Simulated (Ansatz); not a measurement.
MoSi₂ (MoSi2 type, space group I4/mmm)

```
MoSi2
1.0
   -3.20172     3.20172     7.81858
    0.00000     0.00000     7.81858
    1.60086     1.60086    -3.90929
Mo Si
2 4
Direct
  0.00000   0.00000   0.00000
  0.50000   0.00000   0.00000
  0.00000   0.33530   0.00000
  0.50000   0.33530   0.00000
  0.00000   0.66470   0.00000
  0.50000   0.66470   0.00000
```

A phonon eigenvector at X = (0.5, 0.5, 0.0) is frozen into this cell: atom i moves by Q times the vector below, so Q is the largest atomic displacement, in Å. The cell is held. (q is in reciprocal vectors of the primitive cell; the cell shown is doubled to hold the pattern.)

| atom | x | y | z |
|---|---|---|---|
| Mo1 | 0.616 | 0.616 | 0.000 |
| Mo2 | -0.616 | -0.616 | 0.000 |
| Si3 | 0.707 | 0.707 | 0.000 |
| Si4 | -0.707 | -0.707 | 0.000 |
| Si5 | 0.707 | 0.707 | 0.000 |
| Si6 | -0.707 | -0.707 | 0.000 |

All values below come from r2SCAN (plane waves to 500 eV, PAW, scalar-relativistic; Ansatz, an electronic-structure program). k mesh 14×14×14 (Γ-centred), Fermi-Dirac smearing 0.05 eV. With partly filled bands, energies and forces of such displacements shift with the k mesh and the smearing. MoSi2 is run without spin polarisation. MoSi2 was relaxed with its symmetry unable to fall.

At one point of the scan the forces (eV/Å) are:

| atom | Fx | Fy | Fz |
|---|---|---|---|
| Mo1 | 0.478 | 0.478 | 0.000 |
| Mo2 | -0.478 | -0.478 | 0.000 |
| Si3 | 0.162 | 0.162 | -0.017 |
| Si4 | -0.162 | -0.162 | -0.017 |
| Si5 | 0.162 | 0.162 | 0.017 |
| Si6 | -0.162 | -0.162 | 0.017 |

Q: Which point is it?
(A) Q = -0.067 Å
(B) Q = -0.050 Å
(C) Q = -0.100 Å
(D) Q = -0.033 Å

A: B, Q = -0.050 Å

(A displaced cell: forces are minus the slopes of the energy, force constants its curvatures, and phonons follow from these.)
